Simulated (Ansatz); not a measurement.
The relaxed structure here is a generated cell of TaSi2: the first start was made by a random draw of sites in a space group, and the end was not matched to a known phase here, so it may be hypothetical. Known forms of TaSi2 include space group No. 181.

The end point of a relaxation of TaSi2. Method: PBE (plane waves to 420 eV, PAW, scalar-relativistic; Ansatz, a first-principles code).

```xyz
3
Lattice="2.7827 0.0000 0.0000 0.0000 3.2182 0.0000 0.0000 0.0000 5.6892" Properties=species:S:1:pos:R:3 pbc="T T T"
Si     0.0000     1.6091     4.0133
Si     0.0000     1.6091     1.6759
Ta     1.3913     0.0000     0.0000
```

### Question
Find the space group and the Wyckoff positions (tolerance 0.01 Å).

### Answer
Space group Pmmm (No. 47); a = 2.783 Å, b = 3.218 Å, c = 5.689 Å, α = β = γ = 90.00°

```tsv
atom	site	symmetry	x	y	z
Si	2r	mm2	0.0000	0.5000	0.2946
Ta	1b	mmm	0.5000	0.0000	0.0000
```

### Question
Give the shortest distances between elements (the closest pairs, up to four, under 3.6 Å).

### Answer
Si–Si 2.34 Å; Si–Ta 2.71 Å; Ta–Ta 2.78 Å.

```yaml
volume_per_atom: 16.98 Å³
band_gap: no gap (metallic)
```

No spin polarisation in the result. The relaxed primitive cell holds an odd number of electrons. A magnetic state may lie lower.

It was reached from a disturbed copy of a P4/mmm (No. 123) cell, against which it lies -0.87 eV/atom.
